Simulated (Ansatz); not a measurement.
# Elastic constants of InP (F-43m) under pressure

```
In P
1.0
     0.00000    2.95369    2.95369
     2.95369    0.00000    2.95369
     2.95369    2.95369    0.00000
In P
1 1
Direct
  0.00000 0.00000 0.00000
  0.75000 0.75000 0.75000
```

This is the zero-pressure cell. At each pressure cell and atoms are relaxed in this structure, and the constants are slopes of the stress at strains of ±0.005 with relaxed ions (the coefficients that govern stability under load). Level: r²SCAN, PAW on Ansatz 0.2.0's default frozen-core files (fitted under PBE), scalar-relativistic; k mesh 8×8×8, strains of ±0.005, fixed occupations, cutoff 500 eV. P is the pressure of the relaxed cell, less that of this one.

```tsv
P (GPa)	V/V₀	C11 (GPa)	C12 (GPa)	C44 (GPa)
0.00	1.0000	98.0	53.4	45.9
1.01	0.9858	102.3	58.1	46.3
1.98	0.9731	106.2	62.6	46.5
4.01	0.9492	114.2	71.7	46.7
6.97	0.9191	125.3	84.7	46.4
9.98	?	?	?	?
15.01	0.8562	152.8	118.3	42.9
```

Question: Does the bulk modulus from the constants agree with the pressure-volume curve?

Answer: A third-order Birch-Murnaghan fit to the volumes shown (F against f, f = [(V₀/V)^(2/3) − 1]/2) gives B₀ = 68.4 GPa and B′ = 4.4. Its −V dP/dV stands beside (C11 + 2C12)/3:

```
P (GPa)  from P(V)  from the constants
   0.00       68.4                68.3
   1.01       72.8                72.8
   1.98       77.1                77.1
   4.01       85.8                85.9
   6.97       98.1                98.2
  15.01      130.4               129.8
```

Question: What are the pressure derivatives at zero pressure?

Answer: Slopes at V₀ of quadratic fits in −ln(V/V₀) through the first four rows shown, divided by B₀: dC11/dP = 4.3, dC12/dP = 4.7, dC44/dP = 0.5. The mean slopes up to 2.0 GPa are 4.2, 4.6, 0.3; curvature and scatter of the constants part the two. The combination (dC11/dP + 2 dC12/dP)/3 = 4.5 stands against B′.

Question: Fill the row at 9.98 GPa.

Answer: Cubic fits in −ln(V/V₀) through all rows shown give C11 = 136.0, C12 = 97.5, C44 = 45.4 GPa. Computed: V/V₀ = 0.8929, C11 (GPa) = 135.9, C12 (GPa) = 97.4, C44 (GPa) = 45.4.

Question: Does a shear stiffness soften?

Answer: C44 goes from 45.9 to 42.9 GPa, through a maximum of 46.7 near 4 GPa; (C11 − C12)/2 goes from 22.3 to 17.3 GPa. C44 and (C11 − C12)/2 soften under pressure, though the lattice stays mechanically stable over this range.

Known limits: no other phase was computed; many crystals of this kind change structure within this range, and rows or crossings beyond such a change describe a metastable lattice; frozen-core PAW files fitted under PBE, their cores solved anew for the functional of the run; constants at zero field, no piezoelectric stiffening; phonons weren't checked at these pressures.
